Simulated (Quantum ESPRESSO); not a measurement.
```
AlSb
1.0
    0.00000     3.07752     3.07752
    3.07752     0.00000     3.07752
    3.07752     3.07752     0.00000
Al Sb
1 1
Cartesian
  0.00000   0.00000   0.00000
  1.53876   1.53876   1.53876
```

Cell and atoms were relaxed with PBEsol from Materials Project entry mp-2624, within its symmetry.

Q: What does norm-conserving PBE (stringent potentials; Quantum ESPRESSO, 100 Ry, no spin-orbit coupling) give for the electronic structure near the Fermi level?

A: The PBE gap is indirect, 1.22 eV, from Γ to 89 % of the way from Γ to X; the smallest direct gap is 1.54 eV. Another conduction extremum on the path lies within 0.02 eV, too close to call. Spin-orbit coupling is left out, which matters for elements this heavy: edges can move by tenths of an eV.
